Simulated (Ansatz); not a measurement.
According to r²SCAN (plane waves, PAW; program Ansatz), La3Ni2O7 in the tetragonal phase (I4/mmm; Pearson symbol tI24) relaxes to a = 3.845 Å, c = 20.231 Å. La on 2b has 12 nearest neighbours from 2.72 Å (cuboctahedral). Against the elements it lies at -2.73 eV/atom, with no fitted shifts.

Electronic character: metallic (no gap). The magnetic state found is ferromagnetic. The net moment is 0.25 μB per atom.

The start of the workflow was typed in or built on a structure type; neither database checked (COD, Materials Project) lists it. Whether it is the stable phase at ambient conditions was not checked. The r²SCAN relaxation kept the symmetry of its start; its stability against distortions is not shown here. Spin order of the final state: ferromagnetic, the only order run, not a proven ground state. The program gave a warning on the electronic state, which may not be the lowest. No Hubbard U is applied. For itinerant 3d metals, meta-GGAs of the SCAN family and hybrids are commonly reported to give too large moments. The compound may be a true metal, but semilocal functionals without U, or a wrong spin order, can also close a gap. The references are the lowest solids computed at this level, not always the standard phases (solids in place of the gases). Spin–orbit coupling is left out wherever it is not named.

Potentials: the earlier of the program's two PAW sets.
